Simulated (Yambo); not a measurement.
Yambo input for K2CO3 (space group P6_3/mmc, No. 194) (a = b = 5.7421 Å, c = 6.8159 Å, α = β = 90.00°, γ = 120.00°), on norm-conserving PBEsol (Quantum ESPRESSO, 84 Ry, scalar-relativistic) wavefunctions on a 3×3×2 mesh:

```
optics
chi
dipoles
kernel
FFTGvecs= 40 Ry
Chimod= "HARTREE"
NGsBlkXd= 3 Ry
% QpntsRXd
 1 | 1 |
%
% BndsRnXd
 1 | 154 |
%
GrFnTpXd= "R"
% EnRngeXd
 0.0 | 20.0 | eV
%
% DmRngeXd
 0.2 | 0.2 | eV
%
CGrdSpXd= 50
ETStpsXd= 161
% LongDrXd
 1.0 | 0.0 | 0.0 |
%
% XfnQP_E
 2.593 | 1.0 | 1.0 |
%
```

First lines of the file o-*.eps_q1_inv_rpa_dyson:

```
Absorption @ Q(1):   1.00000000     0.00000000     0.00000000    [q->0 direction]
#
# [ X ] Hartree size     :  121
# [GEN] GF Energies     : Perdew, Burke & Ernzerhof SOL(X)+Perdew, Burke & Ernzerhof SOL(C)+ user defined corrections @E
# [GEN] Green`s Function     : Retarded
#
# [GEN] Gauge     : Length
# [GEN] [r,Vnl] included     : yes
#
#    E[1] [eV]     Im(eps)     Re(eps)     Im(eps_o)     Re(eps_o)
#
     0.000000     0.991769E-8     2.166789     0.86908E-18     2.392189
     0.125000     0.306447E-3     2.166884     0.402548E-3     2.392315
     0.250000     0.613336E-3     2.167171     0.805742E-3     2.392692
     0.375000     0.921128E-3     2.167650     0.001210     2.393321
     0.500000     0.001230     2.168322     0.001617     2.394203
     0.625000     0.001541     2.169187     0.002026     2.395339
     0.750000     0.001855     2.170246     0.002438     2.396732
     0.875000     0.002171     2.171502     0.002854     2.398384
     1.000000     0.002490     2.172957     0.003275     2.400296
     1.125000     0.002813     2.174611     0.003702     2.402473
     1.250000     0.003140     2.176469     0.004134     2.404918
     1.375000     0.003473     2.178533     0.004574     2.407635
     1.500000     0.003810     2.180805     0.005021     2.410629
     1.625000     0.004154     2.183290     0.005478     2.413905
     1.750000     0.004504     2.185992     0.005943     2.417468
     1.875000     0.004862     2.188914     0.006420     2.421325
     2.000000     0.005227     2.192062     0.006907     2.425482
     2.125000     0.005602     2.195441     0.007408     2.429948
     2.250000     0.005986     2.199057     0.007922     2.434730
     2.375000     0.006380     2.202914     0.008452     2.439838
     2.500000     0.006785     2.207022     0.008998     2.445281
     2.625000     0.007203     2.211386     0.009561     2.451069
     2.750000     0.007634     2.216014     0.010144     2.457215
     2.875000     0.008079     2.220915     0.010749     2.463732
     3.000000     0.008540     2.226099     0.011376     2.470631
     3.125000     0.009017     2.231576     0.012028     2.477930
     3.250000     0.009513     2.237355     0.012707     2.485643
     3.375000     0.010029     2.243450     0.013416     2.493788
     3.500000     0.010566     2.249873     0.014156     2.502385
     3.625000     0.011127     2.256638     0.014932     2.511453
     3.750000     0.011713     2.263760     0.015746     2.521017
     3.875000     0.012327     2.271255     0.016602     2.531100
     4.000000     0.012971     2.279142     0.017503     2.541730
```
(The file goes on to the top of the energy range.) Convergence of the RPA response with its 3×3×2 mesh was not tested. The scissor comes from a G0W0 run whose convergence isn't established.

Geometry of the Materials Project entry, not relaxed at this level.

The structure is a Materials Project entry; no match was found in the copy of COD used, and its stability was not checked.
